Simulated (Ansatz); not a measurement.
**Ir (hcp): energy against volume**

Theory: DFT, LDA (PW92), plane waves (420 eV) with PAW, scalar-relativistic (Ansatz). The PAW files were generated under PBE, with cores re-solved for the functional.

The cell is scaled uniformly from the relaxed one, with fractional coordinates and shape fixed. Energies are extrapolated to zero smearing, pressures are those at the given smearing. Magnetic state: spin not included.

A Birch-Murnaghan fit gives V₀ = 13.90 Å³/atom, B₀ = 401 GPa, B₀′ = 5.0.

What are the energy above the minimum and the pressure at 13.359 Å³/atom?

28.2 meV/atom and 17.87 GPa as computed.

What are the energy above the minimum and the pressure at 15.029 Å³/atom?

98.5 meV/atom and -25.40 GPa as computed.

What are the energy above the minimum and the pressure at 15.585 Å³/atom?

203.7 meV/atom and -34.02 GPa as computed.
